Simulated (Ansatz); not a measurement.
Ansatz (a quantum-chemistry and plane-wave program) input:

Ansatz 0.2 input:
```yaml
crystal:
  lattice:
    - [0.0, 3.9895662897, 4.3914692518]
    - [2.3531936688, 0.0, 4.3914692518]
    - [2.3531936688, 3.9895662897, 0.0]
  atoms:
    - { symbol: Al, position: [0.0790275281, 0.4209724719, 0.0790275281] }
    - { symbol: Al, position: [0.4209724719, 0.0790275281, 0.4209724719] }
    - { symbol: Al, position: [0.1709724719, 0.8290275281, 0.1709724719] }
    - { symbol: Al, position: [0.8290275281, 0.1709724719, 0.8290275281] }
    - { symbol: Ru, position: [0.75, 0.75, 0.75] }
    - { symbol: Ru, position: [0.5, 0.5, 0.5] }
kpoints:
  mp_grid: { grid: [8, 8, 8] }
hamiltonian:
  xc: r2scan
  pseudopotentials: { kind: paw }
scf:
  occupations: { method: fixed }
checkpoint: { read: static.run }
output: { write_density: true, elf: true, volumetric_format: npy }
basis: { fft_grid_basis: typed }
```

Output (shortened):

```
Pseudopotential: Al, paw, valence charge 3
Pseudopotential: Ru, paw, valence charge 16
Functional definition: r2SCAN
Crystal: 6 atoms, lattice volume = 82.456 Å³
Basis set: ecut = 500 eV, 2075 PW (Γ), exchange–correlation on 180×160×144 points (64 copies of the dense FFT grid, shifted against one another)
Bands: 28, of which v1, the nominal top of the filled ones, is band 22 counted from 1 (21 counted from 0)
Symmetry: 8 space group operations
Space group: Fddd (ITA 70), of the structure as read, at distance tolerance 4.4e-5 Å
k-points: 95 of 512
Stability of the state it starts from, as read at its close in the unpolarized treatment …
iter 1 solved again at ethr=7.26e-8 eV; its pass at ethr=3.10e-3 eV (dr2=3.20e-5 eV) is discarded
SCF iter   1: F=—  HF=-13947.668218 eV  |F-HF|=—  |Δ(HF+E_count)|=         —  Δρ=1.48e-7  dr2=8.50e-12  dr2_τ=1.43e-12  ethr=7.26e-8  ⟨swp⟩=3.2  Hψ=17154  notcnv=0  defer=378
preconditioner: auto → none
SCF iter   2: F=-13947.668218 eV  HF=-13947.668218 eV  |F-HF|=3.64e-12  |Δ(HF+E_count)|=   5.43e-9  Δρ=7.85e-8  dr2=2.92e-12  dr2_τ=1.62e-12  ethr=1.00e-12  ⟨swp⟩=9.9  Hψ=14016  notcnv=0
SCF 1 converged in 2 iterations: F = -13947.668218 eV  dr2 = 2.92e-12
SCF converged after 2 iterations
Free energy (F): -13947.668218 eV
Harris-Foulkes:  -13947.668218 eV  (|F-HF|=3.64e-12)
Internal energy: -13947.668218 eV  (E = F + TS)
E sigma→0 (E₀):  -13947.668218 eV
Fermi energy:    14.108418 eV
--- Per-component energies (eV) ---
  E_band       = -321.119901
  E_kinetic    = 1133.859563
  E_local      = -4202.954491  (includes V_loc(G=0)·N_el)
  E_nonlocal   = 725.807653
  E_hartree    = 1559.480532
  E_xc         = -521.095164
  E_vxc        = -667.465201  (∫ρ·V_xc dr)
  E_paw        = -8852.370645  (= ΣΔE_a)
  E_vpaw       = -472.968455  (= ΣTr[D̂ρ^β])
  E_aug_tail   = 0.000178  (compensation charges beyond the density's cutoff)
  E_vtau       = 43.639747  (kinetic-family band-sum trace: ∫τ·v_τ [+ j·A + Jᵃ·Aᵃ] dr)
  E_ewald      = -3789.533500
  E_core_change = -0.862343  (= ΣΔE_core)
  E_smearing   =  0.000000  (= −TS)
  E_closure    = 0.000000  (closes the sum)
  Σ components = -13947.668218   (vs F -13947.668218, Δ=0.00e0)
  [band-id]    e_kinetic+e_local+e_nonlocal+2·e_hartree+e_vxc+e_vpaw+e_augmentation_tail+e_vtau = -321.119941   (vs E_band -321.119901, Δ=-4.08e-5)
--- Band table (eV; the first three rows and the last of 95) ---
  k-point 0: bands = ["-60.6284", "-60.6141", "-29.9938", "-29.9105", "-29.9002", "-29.8465", "-29.8372", "-29.8345", "2.4659", "7.5890", "9.1729", "9.1824", "9.7265", "10.3602", "10.5021", "10.6032", "10.6769", "10.9833", "12.0013", "12.7591", "12.8847", …
  k-point 1: bands = ["-60.6280", "-60.6145", "-29.9921", "-29.9163", "-29.8963", "-29.8483", "-29.8363", "-29.8343", "2.6610", "7.5868", "8.6269", "9.1934", "9.4619", "10.5077", "10.5820", "10.8240", "10.8478", "11.1857", "11.8787", "12.6527", "12.8314", …
  k-point 2: bands = ["-60.6268", "-60.6156", "-29.9877", "-29.9257", "-29.8924", "-29.8508", "-29.8365", "-29.8325", "3.2327", "7.4573", "7.7985", "9.0015", "9.5102", "10.1678", "10.4458", "10.9575", "11.1753", "11.6709", "11.9136", "12.3092", "12.4801", …
  k-point 94: bands = ["-60.6212", "-60.6212", "-29.9486", "-29.9486", "-29.8896", "-29.8896", "-29.8250", "-29.8250", "4.5031", "4.5031", "8.6357", "8.6357", "10.1381", "10.1381", "10.4946", "10.4946", "11.7091", "11.7091", "12.4499", "12.4499", "12.7332", …
```

Cost: roughly 27 core-seconds on shared cores.

The first step of the workflow began from a Materials Project structure, measured or hypothetical; the Crystallography Open Database copy checked does not list it. Whether it is the stable phase at ambient conditions was not checked. Symmetry was held in the r²SCAN relaxation; its stability against distortions is not shown here. The run is not spin-polarised. Scalar-relativistic: spin–orbit coupling is off unless named, which matters more the heavier the elements.

Potentials: the later of the program's two PAW sets.

Ansatz is a plane-wave DFT program.
